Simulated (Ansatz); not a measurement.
**Rb (fcc): energy against volume**

These are results of Ansatz, DFT, BLYP, plane waves (420 eV) with PAW, scalar-relativistic, not measurements. (PAW data from PBE, frozen cores regenerated.)

The cell is scaled uniformly from the relaxed one, with fractional coordinates and shape fixed. Energies are extrapolated to zero smearing, pressures are those at the given smearing. Magnetic state: spin not included.

A Birch-Murnaghan fit gives V₀ = 95.24 Å³/atom, B₀ = 2.3 GPa, B₀′ = 4.1.

**Question.** What are the energy above the minimum and the pressure at 88.200 Å³/atom?

**Answer.** 4.3 meV/atom and 0.22 GPa as computed.

**Question.** What are the energy above the minimum and the pressure at 92.035 Å³/atom?

**Answer.** 0.8 meV/atom and 0.10 GPa as computed.

**Question.** What are the energy above the minimum and the pressure at 99.705 Å³/atom?

**Answer.** 1.4 meV/atom and -0.09 GPa as computed.
